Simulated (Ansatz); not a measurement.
ZnInNO:
```cif
data_InNOZn
_chemical_formula_sum 'In1 Zn1 O1 N1'
_space_group_name_H-M_alt 'P3m1'
_space_group_IT_number 156
_space_group_name_Hall 'P 3 -2"'
_cell_length_a 3.44964
_cell_length_b 3.44964
_cell_length_c 5.39697
_cell_angle_alpha 90.000
_cell_angle_beta 90.000
_cell_angle_gamma 120.000
loop_
_atom_site_label
_atom_site_type_symbol
_atom_site_symmetry_multiplicity
_atom_site_Wyckoff_symbol
_atom_site_fract_x
_atom_site_fract_y
_atom_site_fract_z
_atom_site_occupancy
In1 In 1 b 0.33333 0.66667 0.51090 1
Zn1 Zn 1 c 0.66667 0.33333 0.99695 1
O1 O 1 b 0.33333 0.66667 0.11124 1
N1 N 1 c 0.66667 0.33333 0.63091 1
```

Relaxed with r²SCAN.

Task: Tabulate the valence density and the electron localisation function along the shortest In–N contact (2.09 Å), r²SCAN in the plane-wave PAW code Ansatz.

Result: 

| distance from In (Å) | density (e/Å³) | ELF |
|---|---|---|
| 0.21 | 9.48 | 0.00 |
| 0.31 | 7.99 | 0.01 |
| 0.42 | 6.34 | 0.03 |
| 0.52 | 4.69 | 0.07 |
| 0.63 | 3.19 | 0.12 |
| 0.73 | 1.94 | 0.16 |
| 0.84 | 1.09 | 0.17 |
| 0.94 | 0.70 | 0.18 |
| 1.05 | 0.64 | 0.24 |
| 1.15 | 0.70 | 0.43 |
| 1.26 | 0.86 | 0.68 |
| 1.36 | 1.14 | 0.81 |
| 1.47 | 1.57 | 0.83 |
| 1.57 | 2.20 | 0.79 |
| 1.68 | 2.89 | 0.68 |
| 1.78 | 3.33 | 0.45 |
| 1.88 | 3.42 | 0.19 |

The density is the valence pseudo-density with augmentation charge, so density and ELF within about 1 Å of a nucleus are not all-electron values.

The start of the workflow was typed in or built on a structure type; neither database checked (COD, Materials Project) lists it. Whether it is the stable phase at ambient conditions was not checked. Symmetry was held in the r²SCAN relaxation; its stability against distortions is not shown here.

Potentials: the earlier of the program's two PAW sets. The files were generated under PBE; for other functionals the program regenerates the frozen cores, and for LDA and PBEsol the local potential too.
